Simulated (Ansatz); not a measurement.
# Structures of RbZn2: which is lowest?

Plane-wave DFT in Ansatz with scalar-relativistic PAW potentials, cutoff 420 eV, Γ-centred meshes chosen by cell and gap, Gaussian smearing with energies taken to zero width. Every cell was relaxed (cell and atoms) in a run of its own, within the symmetry of its start. Functional: PBE.

Relaxed structures (starts from databases or built by putting these elements on another compound's sites):
A. P4/nmm, 6 atoms in the computed cell, a = 4.705 Å, c = 8.961 Å; sites (symmetry × multiplicity) Rb 4mm × 2, Zn -4m2 × 2 + 4mm × 2; start: built
B. P6/mmm, 3 atoms in the computed cell, a = 4.520 Å, c = 5.522 Å; sites (symmetry × multiplicity) Rb 6/mmm × 1, Zn -6m2 × 2; start: built

Problem. Rank them by energy. Could pressure change the order?

Solution.
```csv
structure,group,E − E(lowest) (meV/atom),V (Å³/atom),gap on mesh (eV)
A,P4/nmm,0.0,33.06,0.00
B,P6/mmm,55,32.57,0.00
```

A is lowest, 55 meV/atom under B. The two lowest differ in volume by under 3 %, too little for a first-order estimate of what pressure does to that pair (other pairs aren't weighed here); with rigid cells even 3 % in favour of the higher one would need about 9 GPa. Other structures may lie lower than all of these, and vibrations aren't counted.